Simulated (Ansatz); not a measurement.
# PdClF: single run (Ansatz)

The input file (Ansatz 0.2.0, plane waves):

```yaml
crystal:
  lattice:
    - [3.688579, 0.0, 0.0]
    - [0.0, 3.688579, 0.0]
    - [0.0, 0.0, 6.458329]
  atoms:
    - { symbol: Pd, position: [0.25, 0.25, 0.1962] }
    - { symbol: Pd, position: [0.75, 0.75, 0.8038] }
    - { symbol: Cl, position: [0.25, 0.25, 0.6432] }
    - { symbol: Cl, position: [0.75, 0.75, 0.3568] }
    - { symbol: F, position: [0.75, 0.25, 0.0] }
    - { symbol: F, position: [0.25, 0.75, 0.0] }
  symmetry: { tolerance: 0.0003 }
kpoints:
  mp_grid: { grid: [5, 5, 3], shift: [0, 0, 0] }
magnetization:
  spin_polarized: false
scf:
  occupations: { method: tetrahedron }
hamiltonian:
  pseudopotentials: { kind: paw }
  xc: r2scan
basis:
  ecutwfc: 500
output:
  forces: true
  stress: true
  eigenvalues: true
accuracy: high
```

Run with:

```bash
ansatz run input.yaml --threads 1 --pin off --max-ram 2560MiB --backend cpu --events-out ev --progress --plain --runs-dir out
```

Origin of the cell: a known structure type with other elements, at an estimated volume, so it need not be a known compound.

Output (shortened):

```
SCF iter   1: F=—  HF=-17754.335072 eV  Δρ=2.36e-2  dr2=3.29e-1  dr2_τ=9.48e-2
SCF iter   2: F=—  HF=-17754.361749 eV  Δρ=9.87e-3  dr2=3.66e-2  dr2_τ=1.45e-2  defer=24
SCF iter   3: F=—  HF=-17754.359371 eV  Δρ=4.34e-3  dr2=7.50e-3  dr2_τ=8.51e-4  defer=24
SCF iter   4: F=—  HF=-17754.359677 eV  Δρ=1.24e-3  dr2=1.23e-3  dr2_τ=7.24e-5  defer=24
SCF iter   5: F=—  HF=-17754.359591 eV  Δρ=3.94e-4  dr2=1.75e-4  dr2_τ=7.63e-6  defer=24
SCF iter   6: F=—  HF=-17754.359709 eV  Δρ=2.58e-4  dr2=8.69e-5  dr2_τ=5.63e-6  defer=24
SCF iter   7: F=—  HF=-17754.359663 eV  Δρ=1.01e-4  dr2=1.91e-5  dr2_τ=5.75e-7  defer=24
SCF iter   8: F=—  HF=-17754.359648 eV  Δρ=4.36e-5  dr2=1.50e-6  dr2_τ=1.11e-7  defer=24
SCF iter   9: F=-17754.359658 eV  HF=-17754.359658 eV  Δρ=9.91e-6  dr2=6.08e-8  dr2_τ=6.35e-9
SCF iter  10: F=—  HF=-17754.359657 eV  Δρ=2.46e-6  dr2=8.58e-9  dr2_τ=4.08e-10  defer=24
SCF iter  11: F=—  HF=-17754.359658 eV  Δρ=1.84e-6  dr2=2.39e-9  dr2_τ=1.94e-10  defer=24
SCF iter  12: F=—  HF=-17754.359658 eV  Δρ=1.31e-6  dr2=1.57e-9  dr2_τ=1.06e-10  defer=24
SCF iter  13: F=—  HF=-17754.359658 eV  Δρ=5.61e-7  dr2=2.59e-10  dr2_τ=7.29e-12  defer=24
SCF iter  14: F=-17754.359658 eV  HF=-17754.359658 eV  Δρ=1.08e-7  dr2=1.09e-11  dr2_τ=5.68e-13
SCF 1 converged in 14 iterations: F = -17754.359658 eV  dr2 = 1.09e-11
SCF converged after 14 iterations
Stability not checked: this state was not tested for a lower state beside it, because cold or Methfessel-Paxton smearing, or corrected tetrahedra, fill the levels in a way that the test cannot read (fill_not_monotonic; […]
Free energy (F): -17754.359658 eV
Harris-Foulkes:  -17754.359658 eV  (|F-HF|=7.28e-12)
Internal energy: -17754.358062 eV  (E = F + TS)
E sigma→0 (E₀):  -17754.359658 eV
Entropy (-TS):   -0.001596 eV (-0.266 meV/atom)
Fermi energy:    9.181744 eV
--- Per-component energies (eV) ---
  E_band       = -643.718911
  E_kinetic    = 1757.624397
  E_local      = -7023.359651  (includes V_loc(G=0)·N_el)
  E_nonlocal   = 646.964253
  E_hartree    = 2844.340378
  E_xc         = -679.774068
  E_vxc        = -953.087933  (∫ρ·V_xc dr)
  E_paw        = -9283.119325  (= ΣΔE_a)
  E_vpaw       = -823.243587  (= ΣTr[D̂ρ^β])
  E_aug_tail   = 0.002331  (compensation charges beyond the density's cutoff)
  E_vtau       = 62.700758  (kinetic-family band-sum trace: ∫τ·v_τ [+ j·A + Jᵃ·Aᵃ] dr)
  E_ewald      = -6015.796608
  E_core_change = -1.239770  (= ΣΔE_core)
  E_smearing   = -0.001596  (= −TS)
  Σ components = -17754.359658   (vs F -17754.359658, Δ=0.00e0)
--- Forces (eV/Å), atoms counted from 1 ---
  atom   1  Pd    -0.000000     0.000000     1.364722
  atom   2  Pd    -0.000000     0.000000    -1.364722
  atom   3  Cl     0.000000     0.000000     0.424026
  atom   4  Cl     0.000000     0.000000    -0.424026
  atom   5  F      0.000000     0.000000    -0.000000
  atom   6  F      0.000000     0.000000     0.000000
  max |Σ_I F_I| component: 5.55e-17 eV/Å
--- Stress (GPa, compression-positive) ---
        1.651681       0.000000       0.000000
        0.000000       1.651681       0.000000
        0.000000       0.000000       9.170454
  P = ⅓ Tr σ = 4.1579 GPa (41.579 kbar)
```

Caveats: forces and stress under tetrahedra may miss the slope of the energy; no spin, though holes on the anions or broken bonds may carry moments; the k mesh is coarse if the cell is a metal.

The run took 13 s on 1 thread of Intel(R) Xeon(R) Platinum 8375C CPU @ 2.90GHz (Ice Lake) (shared host), peak memory 0.83 GiB, from the program's own first density.
